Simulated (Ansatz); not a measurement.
Here is the system:

Ta5Si3:
```
Ta5Si3
1.0
   -3.23134     3.23134     5.86468
    3.23134    -3.23134     5.86468
    3.23134     3.23134    -5.86468
Si Ta
6 10
Direct
  0.25000   0.25000   0.00000
  0.75000   0.75000   0.00000
  0.86976   0.36976   0.23951
  0.36976   0.13024   0.50000
  0.13024   0.63024   0.76049
  0.63024   0.86976   0.50000
  0.81503   0.31503   0.82945
  0.31503   0.48558   0.50000
  0.48558   0.98558   0.17055
  0.98558   0.81503   0.50000
  0.68497   0.51442   0.50000
  0.18497   0.68497   0.17055
  0.01442   0.18497   0.50000
  0.51442   0.01442   0.82945
  0.00000   0.00000   0.00000
  0.50000   0.50000   0.00000
```

This is the LDA-relaxed structure.

All from DFT-LDA in the program Ansatz with PAW potentials, unless another level is named. Give the electronic character.

metallic (no gap).

Predict the density of states at the Fermi level.

0.34 states/eV per atom (mean over ±0.08 eV).

And the formation energy from the elements (no fitted shifts)?

-655 meV/atom.

Space group I4/mcm. The workflow started from an entry of the Crystallography Open Database (COD). Its standing as an ambient phase is unchecked. The cell was relaxed with LDA under the symmetry of its start; whether a distortion lowers the energy is not shown. No spin polarisation was allowed. The references are the lowest solids computed at this level, not always the standard phases. Spin–orbit coupling is left out wherever it is not named.

Potentials: the later of the program's two PAW sets.
